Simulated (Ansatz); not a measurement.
# Two states of EuAgBi

```
Bi Ag Eu
1.0
     4.82960    0.00000    0.00000
    -2.41480    4.18256    0.00000
     0.00000    0.00000    8.05989
Bi Ag Eu
2 2 2
Direct
  0.33330 0.66670 0.25000
  0.66660 0.33330 0.75000
  0.33330 0.66670 0.75000
  0.66660 0.33330 0.25000
  0.00000 0.00000 0.00000
  0.00000 0.00000 0.50000
```

Method: r2SCAN, with U_eff = 3.21 eV on Eu f (all-electron-ortho-atomic projectors); PAW, plane waves to 500 eV, 6×6×3 Γ-centred mesh, methfessel-paxton occupations (width 0.0314 eV) (Ansatz 0.2.0), atoms fixed.

State A: Eu5 up, Eu6 up (collinear spin). State B: Eu5 up, Eu6 down (collinear spin).

Which state is lower, and how do they differ?

They are level within 1 meV an atom.

```tsv
state	free energy (meV/atom)	largest moment in a small sphere (μB)	net moment (μB/cell)	gap on mesh (eV)	pressure (GPa)	largest force (eV/Å)
A	0.0	6.97	14.04	metal	3.2	0.00
B	0.5	6.98	0.00	metal	3.2	0.00
```

Origin: a database entry at a rescaled volume.
